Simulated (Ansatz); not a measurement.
# Ti, first-principles data

Ti:
```
CELL_PARAMETERS angstrom
      4.56880     0.00000     0.00000
     -2.28440     3.95669     0.00000
      0.00000     0.00000     2.82465
ATOMIC_POSITIONS crystal
  Ti 0.00000 0.00000 0.00000
  Ti 0.33333 0.66667 0.50000
  Ti 0.66667 0.33333 0.50000
```

Space group P6/mmm (No. 191); conventional cell a = 4.5688 Å, b = 4.5688 Å, c = 2.8247 Å, α = 90.00°, β = 90.00°, γ = 120.00°.

Method: r²SCAN (plane waves, PAW; program Ansatz). The cell and atoms are relaxed at this level. Other levels are named where they apply.

**Cell and energy**

```json
{
 "volume_per_atom": "17.02 Å³",
 "density": "4.67 g/cm³"
}
```

**Electronic structure**

```json
{
 "electronic_character": "metallic (no gap)",
 "Density of states at the Fermi level": "0.64 states/eV per atom (mean over ±0.08 eV)"
}
```

**Mechanics**

```json
{
 "Bulk modulus (Birch–Murnaghan fit)": "118 GPa",
 "Pressure derivative B′": "3.5",
 "Elastic constants (relaxed ions, GPa)": "C11 = 208, C12 = 84.3, C13 = 52.7, C33 = 265, C44 = 62.8",
 "mechanical_stability": "stable (all eigenvalues of C positive)",
 "hill_bulk_and_shear_moduli": "118 and 68.8 GPa",
 "Young's modulus": "173 GPa",
 "Poisson's ratio": "0.26",
 "debye_temperature_from_the_elastic_constants": "494 K"
}
```

**Phonons**

```json
{
 "highest_zone_centre_frequency": "234 cm⁻¹",
 "zone_centre_stability": "no imaginary mode at Γ"
}
```

This is a known high-pressure phase of the composition, computed here at zero pressure and temperature. The r²SCAN relaxation kept the symmetry of its start. The run is not spin-polarised. As this level gives no gap, shear constants depend on the k-mesh and smearing (Fermi–Dirac, 0.1 eV here). As this level gives no gap, phonon frequencies hold no LO–TO term and depend on the k-mesh and smearing (Fermi–Dirac, 0.1 eV here). Axis ratios of metals converge slowly with the k-mesh, so a and c are less sure than the volume.

Potentials: the earlier of the program's two PAW sets. The files were generated under PBE; for other functionals the program regenerates the frozen cores, and for LDA and PBEsol the local potential too.
